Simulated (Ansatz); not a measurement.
# Ba, A15: geometry optimisation

Method: DFT, r2SCAN, plane waves (500 eV) with PAW, scalar-relativistic in Ansatz 0.2.0. (PAW data from PBE, frozen cores regenerated.)

k-point mesh 4×4×4, Fermi-Dirac smearing 0.1 eV, no spin polarisation. Cell and atoms relax.

Starting structure:

```yaml
crystal:
  lattice:
    - [7.9370052598, 0.0, 0.0]
    - [0.0, 7.9370052598, 0.0]
    - [0.0, 0.0, 7.9370052598]
  atoms:
    - { symbol: Ba, position: [0.0, 0.0, 0.0] }
    - { symbol: Ba, position: [0.5, 0.5, 0.5] }
    - { symbol: Ba, position: [0.25, 0.0, 0.5] }
    - { symbol: Ba, position: [0.75, 0.0, 0.5] }
    - { symbol: Ba, position: [0.5, 0.25, 0.0] }
    - { symbol: Ba, position: [0.5, 0.75, 0.0] }
    - { symbol: Ba, position: [0.0, 0.5, 0.25] }
    - { symbol: Ba, position: [0.0, 0.5, 0.75] }
hamiltonian:
  xc: r2scan
  pseudopotentials:
    kind: paw
    azcp:
      Ba: "pseudopotentials/Ba.paw.azcp"
basis:
  ecutwfc: 500
  fft_grid_basis: typed
kpoints:
  mp_grid: { grid: [4, 4, 4], shift: [0, 0, 0] }
magnetization:
  spin_polarized: false
scf:
  occupations: { method: fermi_dirac, width: 0.1 }
relax:
  max_steps: 60
  f_tol: 0.01
  cell: {}
```

Q: The pressure at the start is 0.6 GPa. By how much does the volume change?

A: From 62.50 to 66.88 Å³ per atom, 7.0 %. The final cell has a = 8.118 Å.

Q: How much energy does the relaxation gain?

A: 8.0 meV per atom.

Path of the relaxation (the plane waves are chosen anew near the end, which can shift the energy a little):

```
step  E − E(final) (meV/atom)  V (Å³/atom)  P (GPa)  max force (eV/Å)
   0                     7.98       62.500     0.59             0.000
   1                     3.98       63.803     0.40             0.000
   2                     0.05       66.880     0.02             0.000
   3                     0.00       66.880     0.02             0.000
```
